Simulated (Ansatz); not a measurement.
C (diamond)

```yaml
crystal:
  lattice:
    - [0.00000, 1.78578, 1.78578]
    - [1.78578, 0.00000, 1.78578]
    - [1.78578, 1.78578, 0.00000]
  atoms:
    - { symbol: C, position: [0.50000, 0.50000, 0.50000] }
    - { symbol: C, position: [0.75000, 0.75000, 0.75000] }
```

Computed with PBE (plane waves to 420 eV, PAW, scalar-relativistic; Ansatz, a quantum-chemistry and plane-wave program). Harmonic phonons by density-functional perturbation theory on a 12×12×12 k mesh, in cm⁻¹; i marks imaginary ones, q is in fractions of the reciprocal vectors of the cell shown, and the three acoustic modes at Γ are left out. C was relaxed with its symmetry unable to fall.

Does any mode at Γ, L = (0.5, 0.0, 0.0), X = (0.5, 0.5, 0.0) come out imaginary?

No imaginary mode at these points (lowest 546 cm⁻¹ at L = (0.5, 0.0, 0.0)); other wave vectors were not tested.

Predict the phonon wavenumbers at Γ, L = (0.5, 0.0, 0.0), X = (0.5, 0.5, 0.0).


| q | wavenumbers (cm⁻¹) |
|---|---|
| Γ | 1290 (×3) |
| L = (0.5, 0.0, 0.0) | 546 (×2), 1039, 1193 (×2), 1246 |
| X = (0.5, 0.5, 0.0) | 781 (×2), 1056 (×2), 1192 (×2) |
